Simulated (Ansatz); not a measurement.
Sr:
```
CELL_PARAMETERS angstrom
     -2.28577     2.28577     2.28577
      2.28577    -2.28577     2.28577
      2.28577     2.28577    -2.28577
ATOMIC_POSITIONS crystal
  Sr 0.00000 0.00000 0.00000
```

Relaxed with LDA. Special points in fractions of this cell's reciprocal vectors: Γ (0.000, 0.000, 0.000); H (0.500, -0.500, 0.500); N (0.000, 0.000, 0.500); P (0.250, 0.250, 0.250).

### Question
List the band energies nearest the Fermi level at these points for plane-wave PAW LDA (Ansatz code).

### Answer
In eV from the Fermi level; about four levels below and three above (degenerate sets whole), none deeper than 8.9 eV; points with the same levels are listed once.

```json
[
 {"k": "Γ", "below": "-3.81", "above": "2.50 2.50 2.50"},
 {"k": "H", "below": "-0.29 -0.29", "above": "4.24 4.24 4.24"},
 {"k": "N", "below": "-1.09", "above": "0.56 1.19 3.87"},
 {"k": "P", "below": "–", "above": "0.44 0.44 0.44"}
]
```

Space group Im-3m (bcc (W type)). This is a known high-temperature phase of the composition, computed here at zero pressure and temperature. Symmetry was held in the LDA relaxation; its stability against distortions is not shown here. The volume lies over 15 % below that of the usual cell of this phase: another minimum, or an error of the functional. Spin–orbit coupling is left out wherever it is not named.

Potentials: the earlier of the program's two PAW sets. The files were generated under PBE; for other functionals the program regenerates the frozen cores, and for LDA and PBEsol the local potential too.
